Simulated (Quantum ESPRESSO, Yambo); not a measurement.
## Levels of theory for the gap of CuI

CuI (wurtzite, space group P6_3mc, No. 186): one geometry, one set of PBEsol (Quantum ESPRESSO, PseudoDojo norm-conserving, 92 Ry, with spin-orbit coupling) orbitals, self-energies from Yambo (3×3×2 Γ-centred k mesh, bands 17 to 248 and a 6 Ry block in the screening, 248 bands in G with the Bruneval-Gonze terminator, plasmon pole fitted at 27.2 eV).

Cell and atoms were relaxed with PBEsol from Materials Project entry mp-569346, within its symmetry.

```
level                                                        gap Γ → Γ (eV)                   rough Yambo cost
-----------------------------------------------------------  --------------  ---------------------------------
PBEsol (Quantum ESPRESSO)                                              1.03                                  –
exchange only (Hartree-Fock self-energy on PBEsol orbitals)           10.37              about 1/8 (11 states)
static COHSEX@PBEsol                                                   1.95  within a factor of two (2 states)
G0W0@PBEsol, plasmon pole                                              2.05                      1 (11 states)
```

Bare exchange has no screening and gives the widest gap. COHSEX doesn't lie clearly above G0W0 here; the order may hang on the settings.

Costs are rough ratios of core time on shared machines.

Nearest settings tried, and what they do to the gap: 168 bands in W, 168 bands in G: +85 meV; 5 Ry block (147 vectors against 185): +19 meV; 3×3×1 mesh: -97 meV. So the settings aren't converged at that level. The k mesh is coarse.

The filled Cu 3d shell has no Hubbard U; semilocal functionals place it too high.

This is not the ordinary phase of the substance.
